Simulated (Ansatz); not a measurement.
MnAu (P4/mmm); start Mn1↑ Mn2↓; collinear moments without spin–orbit coupling.

```xyz
4
Lattice="3.1887 0.0000 0.0000 0.0000 3.1887 0.0000 0.0000 0.0000 6.6197" Properties=species:S:1:pos:R:3 pbc="T T T"
Mn    1.5944    1.5944    1.6549
Mn    1.5944    1.5944    4.9648
Au    0.0000    0.0000    0.0000
Au    0.0000    0.0000    3.3099
```

Geometry: a structure from the Materials Project, repeated to hold the magnetic orders; nothing is relaxed.

Functional, mesh and filling: LDA, 9×9×5 k mesh, Fermi–Dirac smearing of 0.025 eV. PAW means Ansatz 0.2.0 on its default frozen-core files. Site moments are integrated in spheres about the atoms. Start moments (μB): Mn1 4, Mn2 -4.

The self-consistent cycle went as follows.

```csv
iteration,Harris–Foulkes energy less the last (meV),density residual (eV),M (μB),∫|m| (μB)
1,-41340.435,5.7e+02,0.0000,0.9686
2,-7678.277,4.6e+01,0.0000,6.6729
3,-382.097,4.0e+00,0.0000,7.9466
4,211.664,3.3e-01,0.0000,8.0276
5,102.578,9.2e-02,-0.0001,8.1170
6,-0.463,7.2e-03,0.0005,8.2773
7,0.198,1.1e-03,-0.0015,8.2802
8,-0.160,1.5e-03,0.0043,8.2813
9,-0.066,6.0e-04,-0.0032,8.2825
10,-0.008,3.0e-06,-0.0001,8.2840
11,0.000,8.1e-07,0.0000,8.2847
12,0.000,5.0e-08,0.0000,8.2846
13,0.000,3.2e-08,0.0000,8.2846
14,0.000,6.5e-07,0.0000,8.2847
15,0.000,9.1e-08,-0.0001,8.2846
```

Site moments (μB): Mn1 3.88, Mn2 -3.88, Au3 0.00, Au4 0.00. Cell moment 0.00 μB.

The PAW files were made with PBE; the program remakes their cores once for the run's functional and then keeps them frozen. The Ansatz runs typed with the search for lower states off end where their start leads. None of this fixes the real material's magnetic order: only patterns that fit the cell were computed, at zero temperature, with a functional that can overstate moments.
